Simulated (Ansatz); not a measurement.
Be₂Fe (space group P6_3/mmc)

```xyz
12
Lattice="4.1908 0.0000 0.0000 -2.0954 3.6294 0.0000 0.0000 0.0000 6.7986" Properties=species:S:1:pos:R:3 pbc="T T T"
Be     0.0000     0.0000     0.0000
Be     0.0000     0.0000     3.3993
Be     2.0954     2.3924     1.6997
Be     0.0000     1.2370     5.0990
Be    -1.0241     3.0109     5.0990
Be     3.1196     0.6185     1.6997
Be     1.0713     0.6185     1.6997
Be     1.0241     3.0109     5.0990
Fe     0.0000     2.4196     0.4182
Fe     2.0954     1.2098     6.3804
Fe     2.0954     1.2098     3.8175
Fe     0.0000     2.4196     2.9811
```

E(V) scan at fixed shape, V₀ the volume above. The atoms relax within the cell's symmetry.

All values below come from r2SCAN (plane waves to 500 eV, PAW, scalar-relativistic; Ansatz, a first-principles code). k mesh 10×10×6 (Γ-centred), Fermi-Dirac smearing 0.05 eV. Energies are smeared free energies. Compression counts positive. With the shape held, the modulus is that of even scaling; a crystal free to change shape is softer. Be2Fe was relaxed with its symmetry unable to fall. Relaxed Be2Fe ends ferromagnetic. The magnetic order is the one the run started from; other orders were not tried. The zero of ΔE is the relaxed starting cell. The last digit holds for this mesh only.

```
V (Å³/atom)  ΔE (meV/atom)
-----------  -------------
7.239                142.6
7.468             withheld
7.698                 57.0
7.928                 30.5
8.158                 12.9
8.387                  3.1
8.617                  0.0
8.847                  2.8
9.077                 10.7
9.307                 23.2
9.536                 39.7
9.766                 59.6
9.996                 82.5
```

Problem. Fit a third-order Birch-Murnaghan form (E₀, V₀, B₀, B₀′ free) to the given rows and predict ΔE at V = 7.468.

Solution. Least squares on the 12 given rows: ΔE = E₀ + (9V₀B₀/16)·y²·[2 + (B₀′ − 4)y], y = (V₀/V)^(2/3) − 1, with V₀ = 8.617 Å³/atom, B₀ = 154.4 GPa (160.2 GPa = 1 eV/Å³; the term in eV is multiplied by 1000), B₀′ = 4.10, E₀ = -0.06 meV/atom; root-mean-square residual 0.06 meV/atom. At 7.468 the fit gives 94.0 meV/atom; the calculation gives 93.9 meV/atom, so the interpolation is off by 0.1 (+0.1 %). For the pressure the fit gives 29.7 GPa against the computed 29.6 GPa.

(A scan under strain: stresses follow from slopes of the energy per volume, elastic moduli from its curvatures.)
